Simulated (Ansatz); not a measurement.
**Moving the Hubbard U on Nb d in Nb2B**

```
CELL_PARAMETERS angstrom
4.40760 0.00000 0.00000
-2.20380 3.81710 0.00000
0.00000 0.00000 2.66855
ATOMIC_POSITIONS crystal
Nb 0.33333 0.66667 0.50000
Nb 0.66667 0.33333 0.50000
B 0.00000 0.00000 0.00000
```

The cell comes from a database or a generator and needn't be the stable form of this composition.

Kept alike: task density of states; functional r2SCAN; k mesh 7 × 7 × 10; occupations fermi-dirac, width 0.05 eV; no spin polarisation. Program: Ansatz, Ansatz PAW, cutoff 500 eV. The mesh is that of the run's cell of 3 atoms. No spin-orbit coupling.

| Hubbard U on Nb d, U (eV) | pressure (GPa) |
| --- | --- |
| 0 | -1.25 |
| 2 | 0.82 |
| 3 | 2.09 |

Pressure is positive in compression, with a Pulay correction for the finite cutoff. U acts here on a shell without spin polarisation. For a metal such a mesh leaves the last digits unconverged. How U acts hangs on the program's projectors. All rows use potentials made for PBE. U is the effective U - J on orthogonalised atomic projectors. Double counting: fully localised limit (the default).

Q: What does the Hubbard U on Nb d change here?

A: The pressure rises from -1.25 to 2.09 GPa between 0 and 3 eV. U localises the shell and weakens its bonds, so the cell pushes outwards.
